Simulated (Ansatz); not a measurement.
Input file for Ansatz (a first-principles code):

Ansatz 0.2 input:
```yaml
crystal:
  lattice:
    - [8.4178311913, 0.0, 0.0]
    - [0.0, 4.2089010881, 0.0]
    - [0.0, 0.0, 5.9481730283]
  atoms:
    - { symbol: Pb, position: [0.1248836659, 0.75, 0.7499494163] }
    - { symbol: Pb, position: [0.8751163341, 0.25, 0.2500505837] }
    - { symbol: Pb, position: [0.3751163341, 0.25, 0.2499494163] }
    - { symbol: Pb, position: [0.6248836659, 0.75, 0.7500505837] }
    - { symbol: S, position: [0.8751240203, 0.25, 0.7500768086] }
    - { symbol: S, position: [0.1248759797, 0.75, 0.2499231914] }
    - { symbol: S, position: [0.6248759797, 0.75, 0.2500768086] }
    - { symbol: S, position: [0.3751240203, 0.25, 0.7499231914] }
kpoints:
  mp_grid: { grid: [4, 7, 5] }
hamiltonian:
  xc: r2scan
  dispersion: d4
  pseudopotentials: { kind: paw }
scf:
  occupations: { method: fixed }
checkpoint: { read: static.run }
output: { bader: true, populations: true }
```

Output (shortened):

```
Pseudopotentials: kind: paw
Pseudopotential: Pb, paw, valence charge 14
Pseudopotential: S, paw, valence charge 6
Functional definition: r2SCAN
Crystal: 8 atoms, lattice volume = 210.743 Å³
Basis set: ecut = 500 eV, 5381 PW (Γ), exchange–correlation on 256×128×180 points (64 copies of the dense FFT grid, shifted against one another)
Bands: 48, of which v1, the nominal top of the filled ones, is band 40 counted from 1 (39 counted from 0)
Symmetry: 8 space group operations
Space group: Pnma (ITA 62), of the structure as read, at distance tolerance 6.0e-5 Å
k-points: 36 of 140
PAW frozen core: Pb, regenerated for the run's functional
PAW frozen core: S, regenerated for the run's functional
Initial density: read from a saved state, or passed on in memory by an earlier SCF of this step, an earlier step, the calling program or the single point that …
Stability of the state it starts from, as read at its close in the unpolarized treatment …
Initial wavefunctions: pseudopotential atomic-orbital guess
Eigensolver: davidson
Functional: x = r2scan, c = r2scan; τ floored in thin density (d = 2e-4 eV/Å³)
iter 1 solved again at ethr=3.47e-8 eV; its pass at ethr=3.10e-3 eV (dr2=2.78e-5 eV) is discarded
SCF iter   1: F=—  HF=-51313.051426 eV  |F-HF|=—  |Δ(HF+E_count)|=         —  Δρ=2.75e-7  dr2=1.89e-10  dr2_τ=1.59e-11  ethr=3.47e-8  ⟨swp⟩=3.9  Hψ=11372  notcnv=0  defer=216
all-band conjugate gradients solve this SCF's bands
preconditioner: auto → Resta (q_TF=auto, 2.322 Å⁻¹)
SCF iter   2: F=-51313.051426 eV  HF=-51313.051426 eV  |F-HF|=5.82e-11  |Δ(HF+E_count)|=   1.21e-8  Δρ=1.70e-7  dr2=9.11e-11  dr2_τ=2.48e-11  ethr=1.00e-12  ⟨swp⟩=13.3  Hψ=10075  notcnv=0
SCF 1 converged in 2 iterations: F = -51313.051426 eV  dr2 = 9.11e-11
SCF converged after 2 iterations
Free energy (F): -51313.051426 eV
Harris-Foulkes:  -51313.051426 eV  (|F-HF|=5.82e-11)
Internal energy: -51313.051426 eV  (E = F + TS)
E sigma→0 (E₀):  -51313.051426 eV
Fermi energy:    7.971077 eV
--- Per-component energies (eV) ---
  E_band       = -276.539270
  E_kinetic    = 1570.981340
  E_local      = -4920.985997  (includes V_loc(G=0)·N_el)
  E_nonlocal   = 1516.431100
  E_hartree    = 1915.834980
  E_xc         = -1203.037362
  E_vxc        = -960.742966  (∫ρ·V_xc dr)
  E_paw        = -44160.986690  (= ΣΔE_a)
  E_vpaw       = -1373.475956  (= ΣTr[D̂ρ^β])
  E_aug_tail   = 0.000078  (compensation charges beyond the density's cutoff)
  E_vtau       = 59.583096  (kinetic-family band-sum trace: ∫τ·v_τ [+ j·A + Jᵃ·Aᵃ] dr)
  E_ewald      = -6033.668118
  E_disp       = -1.043701  (pairwise vdW)
  E_core_change = 3.422943  (= ΣΔE_core)
  E_smearing   =  0.000000  (= −TS)
  E_closure    = 0.000000  (closes the sum)
  Σ components = -51313.051426   (vs F -51313.051426, Δ=0.00e0)
  [band-id]    e_kinetic+e_local+e_nonlocal+2·e_hartree+e_vxc+e_vpaw+e_augmentation_tail+e_vtau = -276.539343   (vs E_band -276.539270, Δ=-7.32e-5)
--- Band table (eV; the first three rows and the last of 36) ---
  k-point 0: bands = ["-9.4523", "-9.3419", "-9.3413", "-9.3353", "-9.3113", "-9.3109", "-9.3109", "-9.3083", "-9.3083", "-9.2971", "-9.2970", "-9.2903", "-9.2895", "-9.2808", "-9.2808", "-9.2804", "-9.2802", "-9.2656", "-9.2527", "-9.2526", "-5.9494", "-4.7820", "-4.7763", "-4.2737", "-0.2013", "-0.1957", "0.8417", "2.0673", "2.8719", "4.3585", "4.3655", "4.6223", "4.6223", "5.8856", "5.8914", "5.8914", "6.1669", "6.1722", "7.3599", "7.3616", "9.8780", "9.8782", "10.8445", "10.8511", "12.3487", "12.7424", "12.7505", "13.6987"]
  k-point 1: bands = ["-9.4305", "-9.3360", "-9.3356", "-9.3330", "-9.3162", "-9.3162", "-9.3136", "-9.3056", "-9.3056", "-9.3021", "-9.3020", "-9.2974", "-9.2880", "-9.2738", "-9.2738", "-9.2726", "-9.2725", "-9.2680", "-9.2585", "-9.2585", "-5.8334", "-4.7632", "-4.7584", "-4.4888", "-0.4605", "-0.4559", "0.6468", "1.6793", "3.7349", "4.7347", "4.7347", "4.9687", "4.9754", "5.7623", "5.7623", "6.2058", "6.2101", "6.4844", "7.5058", "7.5074", "9.5698", "9.5704", "10.6731", "10.6784", "12.0614", "12.1668", "12.1732", "12.4938"]
  k-point 2: bands = ["-9.3786", "-9.3272", "-9.3270", "-9.3270", "-9.3269", "-9.3249", "-9.3249", "-9.3196", "-9.3071", "-9.3071", "-9.2915", "-9.2915", "-9.2818", "-9.2742", "-9.2735", "-9.2735", "-9.2645", "-9.2645", "-9.2640", "-9.2640", "-5.4929", "-4.9862", "-4.7302", "-4.7282", "-0.8138", "-0.8119", "0.6423", "1.0407", "5.0380", "5.0380", "5.4309", "5.4310", "5.5111", "6.0706", "6.0743", "6.2725", "6.2743", "6.9924", "7.9696", "7.9711", "9.0005", "9.0019", "10.4151", "10.4172", "10.5631", "10.7088", "10.7121", "11.6429"]
  k-point 35: bands = ["-9.3683", "-9.3683", "-9.3629", "-9.3629", "-9.3082", "-9.3082", "-9.3049", "-9.3049", "-9.3000", "-9.3000", "-9.2976", "-9.2976", "-9.2811", "-9.2811", "-9.2792", "-9.2792", "-9.2645", "-9.2645", "-9.2637", "-9.2637", "-4.5854", "-4.5854", "-4.4708", "-4.4708", "-0.4418", "-0.4418", "-0.3526", "-0.3526", "4.2562", "4.2562", "4.6823", "4.6823", "5.1837", "5.1837", "5.5159", "5.5159", "6.6861", "6.6861", "6.9551", "6.9551", "10.2514", "10.2514", "10.4818", "10.4818", "11.5857", "11.5857", "11.8213", "11.8213"]
  band table: 48 of 48 bands, residual norms ≤ 1.0e-3 eV
--- Löwdin populations: 8 sites ---
  site symbol       q [e]
     0     Pb     13.4274
     1     Pb     13.4274
     2     Pb     13.4274
     3     Pb     13.4274
     4      S      6.5111
     5      S      6.5111
     6      S      6.5111
     7      S      6.5111
  spilling = 0.003075 (of n_electrons = 80.000000)
--- Bader charges: 8 sites ---
  site symbol  charge [e]  shift [e]
     0     Pb      1.0618     0.0000
     1     Pb      1.0618     0.0000
     2     Pb      1.0618     0.0000
     3     Pb      1.0618     0.0000
     4      S     -1.0618     0.0000
     5      S     -1.0618     0.0000
     6      S     -1.0618     0.0000
     7      S     -1.0618     0.0000
  shift: an alarm, by how much a part of what the PAW files miss would move the charge. Where it is large, compare
  with a run on PAW files of another source; a small one proves nothing
  estimated error of the sums over rays = 3.5e-4 e
```

Cost: very roughly 80 core-seconds on shared cores.

Space group Fm-3m (rock salt). The r²SCAN+D4 relaxation kept the symmetry of its start. Point labels and valley counts follow the cell and symmetry of the run, lower than the named group. Scalar-relativistic: spin–orbit coupling is off unless named, which matters more the heavier the elements.

Potentials: the later of the program's two PAW sets.

Ansatz is a plane-wave DFT program.
